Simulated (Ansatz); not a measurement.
ZnCdSeS:
```cif
data_CdSSeZn
_chemical_formula_sum 'Zn1 Cd1 Se1 S1'
_space_group_name_H-M_alt 'P3m1'
_space_group_IT_number 156
_space_group_name_Hall 'P 3 -2"'
_cell_length_a 4.01107
_cell_length_b 4.01107
_cell_length_c 6.72183
_cell_angle_alpha 90.000
_cell_angle_beta 90.000
_cell_angle_gamma 120.000
loop_
_atom_site_label
_atom_site_type_symbol
_atom_site_symmetry_multiplicity
_atom_site_Wyckoff_symbol
_atom_site_fract_x
_atom_site_fract_y
_atom_site_fract_z
_atom_site_occupancy
Zn1 Zn 1 b 0.33333 0.66667 0.98940 1
Cd1 Cd 1 a 0.00000 0.00000 0.51900 1
Se1 Se 1 b 0.33333 0.66667 0.35167 1
S1 S 1 a 0.00000 0.00000 0.89191 1
```

Relaxed with PBEsol.

Task: Which orbitals make up the states near the band edges in the program Ansatz at the PBEsol level (PAW)?

Result: Top 1 eV of the valence band: Se 4p 78 %, S 3p 12 %. Bottom 1 eV of the conduction band: Zn 4s 39 %, Cd 5s 15 %, S 3s 14 %, S 3p 12 %, Se 4p 9 %, Se 4s 7 %. Projections are on Löwdin-orthogonalised atomic valence shells; empty p or d shells of many metals are not among them.

Task: Tabulate the density of states.

Result: States/eV per cell of 4 atoms, in 0.25 eV bins, energy from the valence-band maximum.

| E (eV) | total | Zn 3d | Cd 4d | S 3p |
|---|---|---|---|---|
| -7.85 | 19.99 | 0.26 | 18.95 | 0.33 |
| -7.60 | 5.36 | 0.22 | 4.72 | 0.05 |
| -7.35 | 0.00 | 0.00 | 0.00 | 0.00 |
| -7.10 | 0.00 | 0.00 | 0.00 | 0.00 |
| -6.85 | 14.78 | 13.46 | 0.16 | 0.92 |
| -6.60 | 20.75 | 19.74 | 0.30 | 0.28 |
| -6.35 | 4.48 | 4.07 | 0.14 | 0.04 |
| -6.10 | 0.00 | 0.00 | 0.00 | 0.00 |
| -5.85 | 0.00 | 0.00 | 0.00 | 0.00 |
| -5.60 | 0.00 | 0.00 | 0.00 | 0.00 |
| -5.35 | 0.68 | 0.03 | 0.02 | 0.32 |
| -5.10 | 3.04 | 0.14 | 0.09 | 1.31 |
| -4.85 | 2.42 | 0.14 | 0.05 | 0.87 |
| -4.60 | 1.03 | 0.08 | 0.03 | 0.30 |
| -4.35 | 2.06 | 0.11 | 0.06 | 0.40 |
| -4.10 | 2.39 | 0.11 | 0.08 | 0.52 |
| -3.85 | 1.57 | 0.09 | 0.05 | 0.64 |
| -3.60 | 1.51 | 0.09 | 0.03 | 0.87 |
| -3.35 | 2.18 | 0.10 | 0.05 | 1.23 |
| -3.10 | 1.86 | 0.08 | 0.05 | 1.00 |
| -2.85 | 2.60 | 0.10 | 0.06 | 1.42 |
| -2.60 | 3.26 | 0.12 | 0.07 | 1.88 |
| -2.35 | 3.29 | 0.12 | 0.08 | 1.81 |
| -2.10 | 2.73 | 0.11 | 0.07 | 1.46 |
| -1.85 | 4.00 | 0.15 | 0.11 | 1.68 |
| -1.60 | 3.90 | 0.14 | 0.11 | 1.47 |
| -1.35 | 2.63 | 0.06 | 0.10 | 0.67 |
| -1.10 | 2.45 | 0.04 | 0.11 | 0.44 |
| -0.85 | 1.84 | 0.03 | 0.08 | 0.29 |
| -0.60 | 1.22 | 0.01 | 0.06 | 0.13 |
| -0.35 | 0.93 | 0.01 | 0.05 | 0.06 |
| -0.10 | 0.40 | 0.00 | 0.02 | 0.03 |
| 0.15 | 0.00 | 0.00 | 0.00 | 0.00 |
| 0.40 | 0.00 | 0.00 | 0.00 | 0.00 |
| 0.65 | 0.00 | 0.00 | 0.00 | 0.00 |
| 0.90 | 0.01 | 0.00 | 0.00 | 0.00 |
| 1.15 | 0.04 | 0.00 | 0.00 | 0.00 |
| 1.40 | 0.08 | 0.00 | 0.00 | 0.01 |
| 1.65 | 0.13 | 0.00 | 0.00 | 0.02 |
| 1.90 | 0.22 | 0.00 | 0.00 | 0.03 |
| 2.15 | 0.33 | 0.00 | 0.00 | 0.05 |
| 2.40 | 1.05 | 0.00 | 0.00 | 0.13 |
| 2.65 | 1.72 | 0.00 | 0.00 | 0.22 |
| 2.90 | 2.13 | 0.00 | 0.00 | 0.26 |
| 3.15 | 2.26 | 0.00 | 0.00 | 0.27 |
| 3.40 | 2.76 | 0.00 | 0.00 | 0.30 |
| 3.65 | 2.64 | 0.00 | 0.00 | 0.25 |
| 3.90 | 1.47 | 0.00 | 0.00 | 0.17 |
| 4.15 | 1.42 | 0.00 | 0.00 | 0.18 |
| 4.40 | 2.12 | 0.00 | 0.00 | 0.14 |
| 4.65 | 3.11 | 0.00 | 0.00 | 0.19 |
| 4.90 | 1.99 | 0.00 | 0.00 | 0.08 |
| 5.15 | 0.95 | 0.00 | 0.00 | 0.04 |
| 5.40 | 3.74 | 0.00 | 0.01 | 0.12 |

The first step of the workflow began from a Materials Project structure, measured or hypothetical; the Crystallography Open Database copy checked does not list it. Its standing as an ambient phase is unchecked. The cell was relaxed with PBEsol under the symmetry of its start; of distortions, only those at the zone centre were tested. Scalar-relativistic: spin–orbit coupling is off unless named, which matters more the heavier the elements.

Potentials: the later of the program's two PAW sets.
